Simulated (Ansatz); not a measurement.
Consider the following.

Relaxed C (diamond):

```xyz
2
Lattice="0.0000 1.7858 1.7858 1.7858 0.0000 1.7858 1.7858 1.7858 0.0000" Properties=species:S:1:pos:R:3 pbc="T T T"
C      0.0000     0.0000     0.0000
C      0.8929     0.8929     0.8929
```

In this cell atom 2 (C, nearest neighbour C at 1.547 Å; its periodic images, 2.5 Å or more away, move with it) is moved by u·(1.000, 0.000, 0.000) + v·(0.000, 1.000, 0.000); the rest is frozen.

Method: PBE (plane waves to 420 eV, PAW, scalar-relativistic; Ansatz, an electronic-structure program). k mesh 13×13×13 (Γ-centred), Fermi-Dirac smearing 0.05 eV. Energies are smeared free energies. As the smearing reaches across the gap at some points, energies and forces of such displacements shift with the k mesh and the smearing. C was relaxed with its symmetry unable to fall. The zero of ΔE is the undisplaced structure. Axes are in Å.

The scan covers u from -0.390 to 0.390 Å in 7 points and v from -0.390 to 0.390 Å in 7 points.

Task: Is the undisplaced position a minimum, a maximum or a saddle of this map?

Result: A minimum.

Task: What are the two principal curvatures of the energy at the centre?

Result: 36.9 eV/Å², isotropic.

(For displaced atoms, the force is minus the slope of the energy, and its curvature is a force constant, which sets phonon frequencies.)
